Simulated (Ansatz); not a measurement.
One crystal and one scan (energy against volume) at two levels, PBE (plane waves to 420 eV, PAW, scalar-relativistic; Ansatz, a first-principles code) and PBEsol (plane waves to 420 eV, PAW, scalar-relativistic; Ansatz), each from its own relaxed cell and on its own mesh. The cell shown is that of PBE.

LiBr (rock salt)

```
CELL_PARAMETERS angstrom
      0.00000     2.75554     2.75554
      2.75554     0.00000     2.75554
      2.75554     2.75554     0.00000
ATOMIC_POSITIONS crystal
  Br 0.00000 0.00000 0.00000
  Li 0.50000 0.50000 0.50000
```

This relaxed cell (volume V₀) is scaled evenly in all directions, its shape held. Symmetry pins the atoms to their sites.

E stands for the smeared free energy. LiBr was relaxed with its symmetry unable to fall. Percentages come from the unrounded values. Both scans cover V/V₀ from 0.940 to 1.060.

Results of PBE:

```
Item                                                     Result
-------------------------------------------------------  ------
Lattice constant a (Å)                                    5.511
Pressure at the smallest volume (GPa)                      1.82
Energy cost of the largest compression (meV/atom)           6.7
Energy cost of the largest expansion (meV/atom)             5.5
Bulk modulus B₀ (third-order Birch-Murnaghan fit) (GPa)    25.7
Pressure for 5 % compression (fit) (GPa)                    1.5
```

### Question
Estimate the PBEsol values.

### Answer
```csv
quantity,PBEsol,PBE − PBEsol
Lattice constant a (Å),5.411,+0.100 (+1.8 %)
Pressure at the smallest volume (GPa),2.04,-0.22 (-11 %)
Energy cost of the largest compression (meV/atom),7.1,-0.4 (-5 %)
Energy cost of the largest expansion (meV/atom),5.8,-0.3 (-6 %)
Bulk modulus B₀ (third-order Birch-Murnaghan fit) (GPa),28.8,-3.1 (-11 %)
Pressure for 5 % compression (fit) (GPa),1.7,-0.2
```

PBE gives the higher value for: lattice constant a. PBE gives the lower value for: pressure at the smallest volume; energy cost of the largest compression; energy cost of the largest expansion; bulk modulus B₀. For the lattice constant a the reference is 5.459 Å (measured at or taken to low temperature; as given in Klaus Doll, Hermann Stoll, Physical review. B, Condensed matter (1998), arXiv:cond-mat/9801031): within its tolerance of 0.3 % it doesn't tell which level is nearer. For the bulk modulus B₀ the reference is 26.3 GPa (measured at or taken to low temperature; as given in Klaus Doll, Hermann Stoll, Physical review. B, Condensed matter (1998), arXiv:cond-mat/9801031): PBE lies nearer.  Neither level is exact: the differences show how much the result hangs on the functional.

(Under strain, the slope of the energy per volume gives the stress and its curvature an elastic modulus.)
